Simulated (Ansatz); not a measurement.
## Bond compression in GaIr

```
Ga Ir
1.0
     3.00400    0.00000    0.00000
     0.00000    3.00400    0.00000
     0.00000    0.00000    3.00400
Ga Ir
1 1
Direct
  0.00000 0.00000 0.00000
  0.50000 0.50000 0.50000
```

The cell is entry 1523837 of the Crystallography Open Database, unrelaxed.

Its shortest bond, of 2.602 Å between atom 1 (Ga) and the nearest image of atom 2 (Ir), is scaled by moving both atoms along it, with the cell held. The force apart is half the difference of the two atoms' forces along the bond; it holds the pull and push of their other neighbours too.

All numbers are PBEsol results (scalar-relativistic) from Ansatz 0.2.0, with a Γ-centred 10×10×10 k mesh, Fermi–Dirac smearing of 0.05 eV, no spin polarisation. Methods: LAPW: all electrons, basis error target 1 meV/atom; PAW: frozen-core files, cutoff 420 eV; PAW (partial waves polarizable): frozen-core files, cutoff 420 eV.

Energies are extrapolated to zero smearing and count from the unscaled cell; pressure is positive in compression; gaps take the mesh and a band path. No temperature or zero-point motion is included.

Spin–orbit coupling is left out, which matters for the heavy atoms. The PAW files were made under PBE.

```csv
bond (Å),force apart (eV/Å),P LAPW (GPa),ΔE LAPW (eV/atom),P PAW − LAPW (GPa),ΔE PAW − LAPW (meV/atom),force PAW − LAPW (eV/Å)
2.602,0.00,3.90,0.000,-0.05,0.0,0.000
2.445,1.13,6.28,0.042,-0.05,0.0,0.001
2.289,2.94,14.00,0.194,-0.05,0.1,0.003
1.977,12.65,?,1.255,0.15,2.7,0.056
```

(1) Fill in "P LAPW (GPa)" for the row "1.977".

(2) At the last bond length, how far does PAW (partial waves polarizable) lie from LAPW in pressure and in the largest force component?

(3) How do the Löwdin populations by LAPW change from the unscaled cell to the last row, on the two atoms of the bond?

Results:

(1) 54.3.

(2) PAW (partial waves polarizable): +0.15 GPa, 0.030 eV/Å, on a LAPW pressure of 54.3 GPa.

(3) Ga1 4p 2.29 → 2.24, Ir2 5d 8.12 → 8.21 electrons an atom. These are projections on the shells that the free atoms fill; 0.11 e a cell lies outside them at the start and 0.11 e at the end.
